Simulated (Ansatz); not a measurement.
## Calculated ³³S NMR of the central transition for LiPS3

Cell: an entry of the Crystallography Open Database (COD).

Space group C2/m (No. 12); a = 11.1156, b = 7.0070, c = 6.5251 Å, β = 125.57°.

| site | Wyckoff | site symmetry | x | y | z |
| --- | --- | --- | --- | --- | --- |
| Li | 4g | 2 | 0.5000 | 0.7407 | 0.0000 |
| P | 4i | m | 0.1539 | 0.0000 | 0.5806 |
| S5 | 4h | 2 | 0.5000 | 0.2788 | 0.5000 |
| S7 | 4i | m | 0.1978 | 0.0000 | 0.3261 |
| S9 | 4i | m | 0.3192 | 0.0000 | 0.9385 |

One atom of each set is listed; the run and its k-mesh use a cell of 10 atoms with edges of 6.57, 6.57, 6.53 Å.

Computed with Ansatz: DFT, PBE, plane waves and PAW, scalar-relativistic, 420 eV cutoff, Γ-centred 5×5×5 k-points, Fermi–Dirac smearing 0.02 eV.

³³S has I = 3/2 and Q = -69.40 mb (Pyykkö 2018); at 23.5 T its Larmor frequency is ν₀ = 76.9 MHz. Only the quadrupole interaction is simulated: positions count from each site's isotropic chemical shift, and shift anisotropy, dipolar and J coupling are left out.

(1) What does the ³³S spectrum (static powder) show for each site?

## Answers

(1) 

| site | first shell | C_Q (MHz) | η | P_Q (MHz) | δ_QIS (ppm) | breadth (kHz) |
| --- | --- | --- | --- | --- | --- | --- |
| S5 | 2 P at 2.14 Å, angle 87°; also 2 Li at 3.27 Å | 33.7 | 0.64 | 35.9 | -5455 | 3037 |
| S7 | 1 P at 1.98 Å; also 2 Li at 2.60 Å | -31.4 | 0.07 | 31.4 | -4182 | 1775 |
| S9 | 1 P at 1.96 Å; also 2 Li at 2.56 Å | -31.3 | 0.14 | 31.4 | -4164 | 1860 |

δ_QIS = −(ν_Q²/30ν₀²)[I(I+1) − 3/4](1 + η²/3) × 10⁶ ppm with ν_Q = 3|C_Q|/[2I(2I−1)]; it falls as 1/B₀² in ppm, and the breadth as 1/B₀ in kHz.

At S7 and S9 V_zz points along its bond to P (within 2°) in each case. At S5 V_zz stands upright on the plane of its two bonds (within 1°).

With ν_Q/ν₀ up to 0.22, terms beyond second order are no longer negligible.

The largest force is 0.8 eV/Å, so the atoms aren't at the calculated equilibrium and relaxing them would move these values.
